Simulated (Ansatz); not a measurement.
Bi₂Se₃: from a starting cell to a relaxed one

The start is a relaxed Bi2Se3 cell, doubled along one cell vector, shaken by Gaussian noise of σ = 0.08 Å a coordinate. The structure is fully relaxed (lattice and positions, P = 0) with PBE (plane waves to 420 eV, PAW, scalar-relativistic; Ansatz, an electronic-structure program). The first steps use a coarse 4×2×4 k-mesh.

Initial structure:
```yaml
crystal:
  lattice:
    - [3.70927, 2.14155, 3.59995]
    - [-7.41855, 4.28310, 7.19990]
    - [0.00000, -4.28310, 3.59995]
  atoms:
    - { symbol: Se, position: [0.21056, 0.40081, 0.50938] }
    - { symbol: Se, position: [0.20253, 0.89952, 0.49197] }
    - { symbol: Se, position: [0.50305, 0.10820, 0.78669] }
    - { symbol: Se, position: [0.47277, 0.59527, 0.78463] }
    - { symbol: Se, position: [0.79156, 0.26914, 0.19047] }
    - { symbol: Se, position: [0.76915, 0.74371, 0.21769] }
    - { symbol: Bi, position: [0.29838, 0.14516, 0.32570] }
    - { symbol: Bi, position: [0.31934, 0.65744, 0.33906] }
    - { symbol: Bi, position: [0.64023, 0.33471, 0.68409] }
    - { symbol: Bi, position: [0.68970, 0.83197, 0.68887] }
```

| Quantity | Value |
|---|---|
| Largest initial force | 1.03 eV/Å, on Bi9 (atoms numbered as listed) |
| Energy released | 70 meV/atom |
| Volume change | +8.0 %, from 34.32 to 37.05 Å³/atom |
| Relative to the parent | It does not go back: it reaches R3 (No. 146), 27 meV/atom below the parent |
| Shortest distances (start → end) | The closest pairs of elements (up to four, under 3.6 Å), start → end: Bi–Se 2.69 → 2.73 Å; Se–Se 3.37 → 3.81 Å |
| Band gap at the end | 1.51 eV, direct (no spin-orbit coupling) |
| Optimiser moves | 13 |

Relaxed structure:

Space group R3, hexagonal axes (No. 146); a = 7.4071 Å, b = 7.4071 Å, c = 11.6950 Å, α = 90.00°, β = 90.00°, γ = 120.00°

| atom | site | symmetry | x | y | z |
|---|---|---|---|---|---|
| Se | 9b | 1 | 0.0132 | 0.6133 | 0.1510 |
| Bi | 3a | 3. | 0.0000 | 0.0000 | 0.6915 |
| Bi | 3a | 3. | 0.0000 | 0.0000 | 0.3461 |
(The calculation used a cell of 5 atoms; values per cell refer to that cell.)

Final values are on a 6×6×6 k-mesh of the relaxed cell. No spin polarisation in the result. Without spin-orbit coupling the bands of the heavy element are not split, so the gap can be far off.

The relaxed structure here is a generated cell of Bi2Se3: the first start was made by placing the elements on the sites of a structure type, and the end was not matched to a known phase here, so it may be hypothetical. Known forms of Bi2Se3 include space group No. 166.
